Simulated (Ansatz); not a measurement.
input.yaml (Ansatz)

```yaml
crystal:
  lattice:
    - [0.0, 3.0840858748, 3.0840858748]
    - [3.0840858748, 0.0, 3.0840858748]
    - [3.0840858748, 3.0840858748, 0.0]
  atoms:
    - { symbol: Se, position: [0.125, 0.125, 0.125] }
    - { symbol: Se, position: [0.875, 0.875, 0.875] }
hamiltonian:
  xc: lda
  pseudopotentials:
    kind: paw_fr
    azcp:
      Se: "pseudopotentials/Se.paw.azcp"
basis:
  ecutwfc: 420
  fft_grid_basis: typed
kpoints:
  mp_grid: { grid: [9, 9, 9], shift: [0, 0, 0] }
magnetization:
  noncollinear: true
  spin_orbit: true
scf:
  occupations: { method: fermi_dirac, width: 0.1 }
```

Terminal output

```
Warning: the record states the generating functional pbe (its physics header spells it `PBE`), which answers neither for hamiltonian.xc's functional nor for the lda family's — results may be inconsistent (PPs are generated against a specific XC)
Engine: ansatz 0.2.0, x86_64-unknown-linux-gnu
Pseudopotentials: kind: paw_fr
Pseudopotential: Se, paw_fr, valence charge 16, recommended cutoff 420 eV (normal) 
Functional definition: SPW92
  exchange = slater_x
  correlation = pw_c
non-collinear run that drives no moment, with spin-orbit: no starting moment large enough to seed its density (crystal.atoms[].spin), no starting occupations that ask for one, no magnetisation constraint and no magnetic field, so the semilocal B_xc is pinned to zero
Crystal: 2 atoms, lattice volume = 58.669 Å³
Basis set: ecut = 420 eV, 1139 PW (Γ)
Bands: 40, of which v1, the nominal top of the filled ones, is band 32 counted from 1 (31 counted from 0)
Symmetry: 48 space group operations + 48 with time reversal
Magnetic group: BNS 227.129 (UNI 1631), of the structure as read, at distance tolerance 3.9e-5 Å
k-points: 35 of 729
Projection manifold: j_resolved (fully-relativistic pseudo-atomic orbitals)
Non-local potential: Se, projectors of the file, l = 0: 2, l = 1: 4, l = 2: 6, l = 3: 2
PAW form: soft (Blöchl's): semilocal exchange-correlation on the pseudo side does not see the compensation charge
PAW frozen core: Se, regenerated for the run's functional, and the local potential with it (the file was generated under x = pbe(κ = 0.804, μ = 0.2195149727645171), c = pbe(β = 0.06672455060314922))
PAW one-centre angular grid: Se, 590 points (default); XC on 64 Gauss nodes
Initial density: superposition of atomic densities (chi_scale 0.1, normalization cell)
Initial wavefunctions: pseudopotential atomic-orbital guess
Functional: x = slater, c = lda
SCF iter   1: F=—  HF=-10765.764533 eV  |F-HF|=—  |Δ(HF+E_count)|=         —  Δρ=8.95e-3  dr2=3.32e-2  dr2_m=0.00e0 (ungated)  ethr=3.10e-3  |M|=0.00e0 ∫|m|=0.00e0 μB  |m|>n=0.0e0 m-floor=0.0e0 τ_xc=0.0e0  β_m=0.30  ⟨swp⟩=11.3  Hψ=3437  notcnv=0
SCF iter   2: F=—  HF=-10765.761650 eV  |F-HF|=—  |Δ(HF+E_count)|=   2.88e-3  Δρ=6.94e-3  dr2=2.08e-2  dr2_m=0.00e0 (ungated)  ethr=1.04e-4  |M|=0.00e0 ∫|m|=0.00e0 μB  |m|>n=0.0e0 m-floor=0.0e0 τ_xc=0.0e0  β_m=0.61  ⟨swp⟩=1.0  Hψ=840  notcnv=0
SCF iter   3: F=—  HF=-10765.756944 eV  |F-HF|=—  |Δ(HF+E_count)|=   4.71e-3  Δρ=5.41e-4  dr2=1.49e-4  dr2_m=0.00e0 (ungated)  ethr=6.51e-5  |M|=0.00e0 ∫|m|=0.00e0 μB  |m|>n=0.0e0 m-floor=0.0e0 τ_xc=0.0e0  β_m=0.68  ⟨swp⟩=2.0  Hψ=860  notcnv=0
SCF iter   4: F=—  HF=-10765.756915 eV  |F-HF|=—  |Δ(HF+E_count)|=   2.92e-5  Δρ=2.26e-4  dr2=1.29e-5  dr2_m=0.00e0 (ungated)  ethr=4.65e-7  |M|=0.00e0 ∫|m|=0.00e0 μB  |m|>n=0.0e0 m-floor=0.0e0 τ_xc=0.0e0  β_m=0.67  ⟨swp⟩=2.0  Hψ=1274  notcnv=0
SCF iter   5: F=—  HF=-10765.756909 eV  |F-HF|=—  |Δ(HF+E_count)|=   5.93e-6  Δρ=4.36e-5  dr2=7.16e-7  dr2_m=0.00e0 (ungated)  ethr=4.02e-8  |M|=0.00e0 ∫|m|=0.00e0 μB  |m|>n=0.0e0 m-floor=0.0e0 τ_xc=0.0e0  β_m=0.76  ⟨swp⟩=2.0  Hψ=1272  notcnv=0
SCF iter   6: F=-10765.756909 eV  HF=-10765.756909 eV  |F-HF|=4.50e-9  |Δ(HF+E_count)|=   3.55e-7  Δρ=5.65e-6  dr2=1.11e-8  dr2_m=0.00e0 (ungated)  ethr=3.13e-10  |M|=0.00e0 ∫|m|=0.00e0 μB  |m|>n=0.0e0 m-floor=0.0e0 τ_xc=0.0e0  ⟨swp⟩=3.1  Hψ=1896  notcnv=0
SCF 1 converged in 6 iterations: F = -10765.756909 eV  dr2 = 1.11e-8
SCF converged after 6 iterations
Magnetization: |M| = 0.0000 μB,  M = (+0.0000, +0.0000, +0.0000) μB
Absolute magnetization: 0.0000 μB (∫|m|)
  site 0: m = (+0.0000, +0.0000, +0.0000) μB, |m| = 0.0000 μB  (R = 1.10 Å)
  site 1: m = (+0.0000, +0.0000, +0.0000) μB, |m| = 0.0000 μB  (R = 1.10 Å)
Free energy (F): -10765.756909 eV
Harris-Foulkes:  -10765.756909 eV  (|F-HF|=4.50e-9)
Internal energy: -10765.700236 eV  (E = F + TS)
E sigma→0 (E₀):  -10765.728572 eV
Entropy (-TS):   -0.056673 eV (-28.337 meV/atom)
Fermi energy:    6.302271 eV
--- Per-component energies (eV) ---
  E_band       = -853.243972
  E_kinetic    = 234.596704
  E_local      = -5356.239172  (includes V_loc(G=0)·N_el)
  E_nonlocal   = -1174.930546
  E_hartree    = 2607.045179
  E_xc         = -205.363042
  E_vxc        = -194.458603  (∫ρ·V_xc dr)
  E_paw        = -3655.922386  (= ΣΔE_a)
  E_vpaw       = 423.695015  (= ΣTr[D̂ρ^β])
  E_aug_tail   = -0.001248  (compensation charges beyond the density's cutoff)
  E_ewald      = -3219.333738
  E_core_change = 4.448012  (= ΣΔE_core)
  E_smearing   = -0.056673  (= −TS)
  E_closure    = 0.000000  (closes the sum)
  Σ components = -10765.756909   (vs F -10765.756909, Δ=0.00e0)
```

Launched by

```sh
ansatz run input.yaml --threads 2 --pin off --max-ram 5120MiB --backend cpu --events-out ev --progress --plain --runs-dir out
```

On 2 threads of Intel(R) Xeon(R) Platinum 8375C CPU @ 2.90GHz (Ice Lake) (shared host) this took about 3.5 s of wall time and 6.5 s of CPU time.
